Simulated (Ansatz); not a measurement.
BeTe:
```xyz
4
Lattice="3.2783 1.9262 0.0000 -3.2783 1.9262 0.0000 -2.2609 0.0000 6.2066" Properties=species:S:1:pos:R:3 pbc="T T T"
Be     1.6391     0.9631     0.0000
Be    -2.7696     0.9631     3.1033
Te    -0.5652     1.1629     1.5516
Te    -1.6957     2.6895     4.6549
```

Relaxed with PBE. Special points in fractions of this cell's reciprocal vectors: Γ (0.000, 0.000, 0.000); C (0.348, 0.348, 0.000); C2 (-0.348, 0.652, 0.000); Y2 (-0.500, 0.500, 0.000); M2 (-0.500, 0.500, 0.500); D (-0.315, 0.685, 0.500); D2 (0.315, 0.315, 0.500); A (0.000, 0.000, 0.500); L2 (0.000, 0.500, 0.500); V2 (0.000, 0.500, 0.000).

Task: List the band energies nearest the Fermi level at these points for DFT-PBE in the program Ansatz with PAW potentials.

Result: In eV from the Fermi level; about four levels below and three above (degenerate sets whole), none deeper than 8.9 eV; points with the same levels are listed once.

```
k                     below                above
--  -----------------------  -------------------
Γ   -0.57 -0.39 -0.35 -0.28       2.41 2.44 2.69
C   -5.24 -3.84 -3.00 -1.63       0.88 2.58 2.90
Y2  -3.05 -1.50 -0.34 -0.14       2.04 2.18 2.57
M2  -3.53 -3.53 -2.26 -2.26  0.70 0.70 4.71 4.71
D   -4.33 -4.33 -2.42 -2.42  1.29 1.29 4.70 4.70
A   -4.05 -4.05 -0.96 -0.96  0.04 0.04 3.01 3.01
L2  -3.17 -2.99 -1.63 -0.40       0.34 2.18 2.29
V2  -3.91 -2.90 -2.15 -2.06       0.64 0.88 4.82
```

Space group C2/c. The cell is a constructed one: a structure type filled with these elements; neither database checked (COD, Materials Project) lists it. COD files the formula under space group No. 216, so this cell is another polymorph or a model. Whether it is the stable phase at ambient conditions was not checked. Symmetry was held in the PBE relaxation; whether a distortion lowers the energy is not shown. Spin–orbit coupling is left out wherever it is not named.

Potentials: the later of the program's two PAW sets.
